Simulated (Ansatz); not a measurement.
Sc (fcc, Cu type), conventional cell a = b = c = 4.5528 Å, α = β = γ = 90.00°. The calculation uses the primitive cell of 1 atom, to which meshes and values per cell refer.

Equation-of-state scan: isotropic scaling of the cell above, V₀ being its volume. Symmetry pins the atoms to their sites.

Level of theory: PBEsol (plane waves to 420 eV, PAW, scalar-relativistic; Ansatz, a quantum-chemistry and plane-wave program). k mesh 18×18×18 (Γ-centred), Fermi-Dirac smearing 0.05 eV. Compression counts positive. Sc is run without spin polarisation. Sc was relaxed with its symmetry unable to fall. This is one of several known forms of Sc; the measured ambient cells at hand have space group No. 194. 

```
V/V₀   P (GPa)
-----  -------
0.840        ?
0.880      8.4
0.920      5.1
0.960      2.3
1.000      0.0
1.040     -2.0
1.080     -3.7
1.120     -5.1
1.160     -6.3
```

Task: What belongs in the gaps?

Result: 
- 0.840, P (GPa): 12.3

(Under strain, the slope of the energy per volume gives the stress and its curvature an elastic modulus.)
